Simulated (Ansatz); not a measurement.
RuSb2 (space group Pnnm)

```yaml
crystal:
  lattice:
    - [5.95718, 0.00000, 0.00000]
    - [0.00000, 6.66334, 0.00000]
    - [0.00000, 0.00000, 3.17624]
  atoms:
    - { symbol: Sb, position: [0.18218, 0.35735, 0.00000] }
    - { symbol: Sb, position: [0.81782, 0.64265, 0.00000] }
    - { symbol: Sb, position: [0.68218, 0.14265, 0.50000] }
    - { symbol: Sb, position: [0.31782, 0.85735, 0.50000] }
    - { symbol: Ru, position: [0.00000, 0.00000, 0.00000] }
    - { symbol: Ru, position: [0.50000, 0.50000, 0.50000] }
```

Equation-of-state scan: isotropic scaling of the cell above, V₀ being its volume. The atoms relax within the cell's symmetry.

Method: PBEsol (plane waves to 420 eV, PAW, scalar-relativistic; Ansatz, a first-principles code). k mesh 8×7×15 (Γ-centred), Fermi-Dirac smearing 0.05 eV. The energy includes the smearing's −TS. Stress and pressure are positive under compression. With the shape held, the modulus is that of even scaling; a crystal free to change shape is softer. At this level the bands of RuSb2 touch or barely overlap; measurements give the solid a gap. RuSb2 is run without spin polarisation. RuSb2 was relaxed with its symmetry unable to fall. Spin-orbit coupling is left out, though Sb is heavy. ΔE is measured from the relaxed starting cell. The last digit holds for this mesh only.

| V (Å³/atom) | ΔE (meV/atom) |
|---|---|
| 19.752 | 35.4 |
| 19.963 | 24.1 |
| 20.173 | 15.1 |
| 20.383 | 8.3 |
| 20.593 | 3.6 |
| 20.803 | 0.9 |
| 21.013 | 0.0 |
| 21.223 | 0.9 |
| 21.434 | 3.4 |
| 21.644 | 7.4 |
| 21.854 | withheld |
| 22.064 | 19.8 |
| 22.274 | 27.9 |

Task: Fit a third-order Birch-Murnaghan form (E₀, V₀, B₀, B₀′ free) to the given rows and predict ΔE at V = 21.854.

Result: Least squares on the 12 given rows: ΔE = E₀ + (9V₀B₀/16)·y²·[2 + (B₀′ − 4)y], y = (V₀/V)^(2/3) − 1, with V₀ = 21.013 Å³/atom, B₀ = 132.6 GPa (160.2 GPa = 1 eV/Å³; the term in eV is multiplied by 1000), B₀′ = 4.99, E₀ = 0.02 meV/atom; root-mean-square residual 0.03 meV/atom. At 21.854 the fit gives 12.9 meV/atom; the calculation gives 12.9 meV/atom, the same to the digits shown. For the pressure the fit gives -4.7 GPa against the computed -4.7 GPa.

(Under strain, the slope of the energy per volume gives the stress and its curvature an elastic modulus.)
